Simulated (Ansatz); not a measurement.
Nb2O5:
```
Nb2O5
1.0
    6.39587     2.44680     0.00000
   -6.39587     2.44680     0.00000
   -1.40465     0.00000     5.40051
Nb O
4 10
Cartesian
 -2.14493   1.18575   1.34693
  0.74028   3.70785   4.05357
  1.44261   1.18575   1.35332
 -2.84725   3.70785   4.04719
 -3.94720   2.10448   0.69137
  2.54256   2.78912   4.70914
  3.24488   2.10448   2.00888
 -4.64953   2.78912   3.39162
 -1.05348   4.37550   4.05038
 -0.35116   0.51810   1.35013
  0.03815   2.17866   5.25593
 -1.44279   2.71494   0.14458
 -2.14512   2.17866   2.84483
  0.74047   2.71494   2.55568
```

Relaxed with r²SCAN.

Map the electron localisation function on the plane through (0.102, 0.383, 0.249) spanned by u = [1, 1, 0] and v = [1, -1, 0] in lattice vectors, from plane-wave PAW r²SCAN (Ansatz code).

x is the fraction of u, y of v (the angle between them is 90°; rows are the nearest grid lines); atoms in the plane: Nb at (0.00, 0.00), Nb at (0.50, 0.50), Nb at (0.00, 0.28), Nb at (0.50, 0.78), O at (0.36, 0.64), O at (0.86, 0.14).
```
y \ x   0.000  0.0833  0.167  0.292  0.375  0.458  0.542  0.625  0.708  0.833  0.917   1.00
------  -----  ------  -----  -----  -----  -----  -----  -----  -----  -----  -----  -----
1.00    0.065   0.692  0.563  0.053  0.041  0.015  0.057  0.323  0.235  0.557  0.672  0.065
0.925   0.290   0.157  0.204  0.239  0.053  0.091  0.650  0.812  0.805  0.392  0.150  0.290
0.850   0.362   0.774  0.816  0.660  0.163  0.377  0.379  0.136  0.184  0.090  0.032  0.362
0.775   0.017   0.122  0.260  0.182  0.771  0.279  0.305  0.781  0.165  0.058  0.028  0.017
0.700   0.018   0.018  0.310  0.722  0.613  0.324  0.164  0.057  0.056  0.186  0.123  0.018
0.625   0.006   0.083  0.671  0.757  0.442  0.776  0.690  0.161  0.026  0.020  0.012  0.006
0.550   0.024   0.011  0.045  0.108  0.316  0.643  0.739  0.464  0.066  0.179  0.127  0.024
0.450   0.277   0.726  0.803  0.426  0.328  0.748  0.795  0.411  0.067  0.035  0.021  0.277
0.375   0.079   0.275  0.624  0.519  0.129  0.079  0.583  0.803  0.795  0.525  0.081  0.079
0.300   0.372   0.753  0.475  0.041  0.023  0.019  0.237  0.616  0.549  0.407  0.706  0.372
0.225   0.634   0.587  0.108  0.150  0.175  0.068  0.011  0.024  0.121  0.157  0.400  0.634
0.150   0.794   0.478  0.050  0.016  0.012  0.007  0.013  0.408  0.808  0.458  0.558  0.794
0.0750  0.240   0.144  0.045  0.174  0.192  0.069  0.010  0.061  0.453  0.565  0.338  0.240
0.000   0.065   0.692  0.563  0.053  0.041  0.015  0.057  0.323  0.235  0.557  0.672  0.065
```

The density is the valence pseudo-density with augmentation charge, so density and ELF within about 1 Å of a nucleus are not all-electron values.

Space group C2/c. The workflow started from a Materials Project entry (that database holds measured and hypothetical structures alike); the Crystallography Open Database files this formula in space group No. 15, but the cells were not matched. Its standing as an ambient phase is unchecked. The r²SCAN relaxation kept the symmetry of its start; its stability against distortions is not shown here. No spin polarisation was allowed.

Potentials: the earlier of the program's two PAW sets. The files were generated under PBE; for other functionals the program regenerates the frozen cores, and for LDA and PBEsol the local potential too.
